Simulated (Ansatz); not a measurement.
A geometry of La away from equilibrium: the start of the relaxation of a relaxed La cell, doubled along one cell vector, shaken by Gaussian noise of σ = 0.08 Å a coordinate. Computed with r2SCAN (plane waves to 500 eV, PAW, scalar-relativistic; Ansatz, a program for electronic structure). Γ-centred k-mesh 11×6×11 on the run's cell (coarser than for final values), Fermi–Dirac smearing 0.05 eV.

```xyz
2
Lattice="-2.1228 2.1228 2.1228 4.2456 -4.2456 4.2456 2.1228 2.1228 -2.1228" Properties=species:S:1:pos:R:3:forces:R:3 pbc="T T T" free_energy=-12529.535 pressure_GPa=0.0
La     0.0303    -0.0290    -0.0350    0.0888    0.0267   -0.0975
La     1.9953    -2.2130     2.1775   -0.0888   -0.0267    0.0975
```

Positions in Å, forces in eV/Å, free energy of the cell in eV (comparable only within this code, potentials and settings). Largest force: 0.13 eV/Å, on La1, La2 (atoms numbered as listed); the geometry lies 0.08 eV/atom above the end of its relaxation.

No spin polarisation in the result.

The run could not lose the symmetry of its start, so the end can be a saddle point.

Of the parent cell (Im-3m (No. 229)): This is a known allotrope of La, reached from a generated start. Known forms of La include space group No. 194.

The end of the path is a generated cell of La: the first start was made by placing the elements on the sites of a structure type, and the end was not matched to a known phase here, so it may be hypothetical. Known forms of La include space group No. 194.
